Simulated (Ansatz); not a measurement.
A generator proposed this cell of SnCl3.

```cif
data_structure
_symmetry_space_group_name_H-M 'Pm-3m'
_symmetry_Int_Tables_number 221
_cell_length_a 4.9715
_cell_length_b 4.9715
_cell_length_c 4.9715
_cell_angle_alpha 90.000
_cell_angle_beta 90.000
_cell_angle_gamma 90.000
_cell_volume 122.87
loop_
_atom_site_label
_atom_site_type_symbol
_atom_site_symmetry_multiplicity
_atom_site_Wyckoff_symbol
_atom_site_fract_x
_atom_site_fract_y
_atom_site_fract_z
_atom_site_occupancy
Sn1 Sn 1 b 0.50000 0.50000 0.50000 1
Cl1 Cl 3 c 0.00000 0.50000 0.50000 1
```

The calculation used DFT PBE, scalar-relativistic, plane waves, PAW in Ansatz 0.2.0. Plane waves to 420 eV, a k mesh through Γ of 4×4×4 on the computed 4-atom cell and Gaussian smearing (0.10 eV); no spin polarisation.

The zero of energy is the elements' standard structures at the same level (Cl₂ as a molecule); no fitted shifts are applied. The references include grey tin.

Task: How far from equilibrium is it?

Result: The pressure is 6.7 GPa (it wants to expand), the largest force is 0.00 eV/Å (symmetry fixes the atoms), and the energy is −0.81 eV/atom against the elements. The shortest distance is 2.49 Å.

Task: Is it a good guess?

Result: A fair one: relaxing gains under 0.1 eV/atom (the start's value is from the coarse mesh, so the gain is rough) in 6 ionic steps and ends at −0.88 eV/atom on the finer mesh. The symmetry stays Pm-3m (No. 221). The end has the ReO3 type. The volume per atom grows by 15.8 %, from 30.7 to 35.6 Å³. The shortest distance goes from 2.49 Å (Sn–Cl) to 2.61 Å (Sn–Cl). Conventional cell: a = 5.221 Å. Sn has 6 Cl at 2.61 Å; Cl has 2 Sn at 2.61 Å.

The last run used a 10×10×10 mesh for its 4-atom cell and Gaussian smearing of 0.10 eV. An odd number of electrons in the primitive cell allows no gap without spin; a larger cell or a magnetic state could open one. The relaxation can't lower the symmetry of the start, and the grade says only how near the guess is to its own end. Symmetry constrained the relaxation, so the result can be a saddle point.
